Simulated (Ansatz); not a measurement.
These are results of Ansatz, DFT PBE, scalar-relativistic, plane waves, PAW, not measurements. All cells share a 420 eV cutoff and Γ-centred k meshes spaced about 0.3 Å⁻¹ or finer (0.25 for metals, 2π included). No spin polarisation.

A search over trial structures of Zr4Ag gave this relaxed cell.

```
Zr Ag
1.0
    -3.85127    3.85127    1.95031
     3.85127   -3.85127    1.95031
     3.85127    3.85127   -1.95031
Zr Ag
4 1
Direct
  0.50000 0.78758 0.28758
  0.50000 0.21242 0.71242
  0.78758 0.50000 0.28758
  0.21242 0.50000 0.71242
  0.00000 0.00000 0.00000
```

Wave vectors count in units of this cell's reciprocal vectors.

Problem. Is it a true minimum?

Solution. No. The phonons on a 2×2×2 q mesh of the computed 5-atom cell go imaginary, to 70i cm⁻¹ at q = (0.00, 0.00, 0.00). (Phonon run: 10×10×10 k mesh, Gaussian smearing of 0.10 eV.) With atoms moved at random and symmetry off, it falls by 234 meV/atom into I4/m (No. 87). Conventional cell: a = 7.183 Å, c = 4.237 Å. Zr is surrounded by 9 Zr at 3.03–3.33 Å and 3 Ag at 3.11–3.17 Å; Ag is surrounded by 12 Zr at 3.11–3.17 Å.

```cif
data_structure
_symmetry_space_group_name_H-M 'P 1'
_symmetry_Int_Tables_number 1
_cell_length_a 5.5034
_cell_length_b 5.5034
_cell_length_c 5.5034
_cell_angle_alpha 98.522
_cell_angle_beta 98.522
_cell_angle_gamma 134.717
_cell_volume 109.32
loop_
_atom_site_label
_atom_site_type_symbol
_atom_site_fract_x
_atom_site_fract_y
_atom_site_fract_z
_atom_site_occupancy
Zr1 Zr 0.38872 0.80839 0.19711 1
Zr2 Zr 0.61128 0.19161 0.80289 1
Zr3 Zr 0.80839 0.61128 0.41967 1
Zr4 Zr 0.19161 0.38872 0.58033 1
Ag1 Ag 0.00000 0.00000 0.00000 1
```

Phonons of metals hang on the k mesh and the smearing.
